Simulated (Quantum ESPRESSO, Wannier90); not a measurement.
**Wannier functions of NaMgF3 (cubic perovskite)**

```
begin unit_cell_cart
ang
    3.9508400000    0.0000000000    0.0000000000
    0.0000000000    3.9508400000    0.0000000000
    0.0000000000    0.0000000000    3.9508400000
end unit_cell_cart
begin atoms_frac
Na   0.0000000000  0.0000000000  0.0000000000
Mg   0.5000000000  0.5000000000  0.5000000000
F    0.5000000000  0.5000000000  0.0000000000
F    0.0000000000  0.5000000000  0.5000000000
F    0.5000000000  0.0000000000  0.5000000000
end atoms_frac
```

Cell from Materials Project (mp-560399), symmetrised, no further relaxation. Not found in the COD (Crystallography Open Database) copy used, which has the formula in other groups; not checked further. Method: PBEsol plane waves in Quantum ESPRESSO 7.5 (PseudoDojo norm-conserving files, 71 Ry, no spin polarisation, no spin-orbit coupling), Bloch states on a 6×6×6 mesh through Γ, Wannier90 4.0.1. Density: 8×8×8 mesh, cold smearing 0.01 Ry.

A tight-binding model is made by disentanglement and projection with no localisation steps (num_iter = 0), so the 17 orbitals stay atom-like: hydrogen-like Na: s;p; Mg: s;p; F: p, axes along x, y, z; frozen window up to 7.37 eV relative to the valence-band maximum. It follows pw.x to 0.8 meV rms for states up to 6.9 eV relative to the valence-band maximum. Matrix elements depend on this choice of orbitals and windows.

### Question
Which pairs of orbitals on different sites are coupled most strongly? Give distance, modulus and how many such pairs a cell has.

### Answer
```
orbital  orbital  distance of the centres (Å)  modulus (eV)  pairs
-------  -------  ---------------------------  ------------  -----
F px       Mg px                         1.98          1.46      2
F py       Mg py                         1.98          1.46      2
F pz       Mg pz                         1.98          1.46      2
Na px      Na px                         3.95          0.89      1
Na pz      Na pz                         3.95          0.89      1
Na py      Na py                         3.95          0.89      1
F pz        Mg s                         1.98          0.86      2
F px        Mg s                         1.98          0.86      2
F py        Mg s                         1.98          0.86      2
Mg py      Na pz                         3.42          0.47      8
Mg pz      Na py                         3.42          0.47      8
Mg px      Na pz                         3.42          0.47      8
Mg pz      Na px                         3.42          0.47      8
Mg px      Na py                         3.42          0.47      8
Mg py      Na px                         3.42          0.47      8
F px       Mg px                         1.98          0.46      4
F pz       Mg pz                         1.98          0.46      4
F py       Mg py                         1.98          0.46      4
Mg pz       Na s                         3.42          0.45      8
Mg py       Na s                         3.42          0.45      8
Mg px       Na s                         3.42          0.45      8
Na px       Na s                         3.95          0.38      2
Na py       Na s                         3.95          0.38      2
Na pz       Na s                         3.95          0.38      2
Mg s       Na pz                         3.42          0.36      8
Mg s       Na py                         3.42          0.36      8
Mg s       Na px                         3.42          0.36      8
Mg pz      Na pz                         3.42          0.35      8
Mg py      Na py                         3.42          0.35      8
Mg px      Na px                         3.42          0.35      8
```
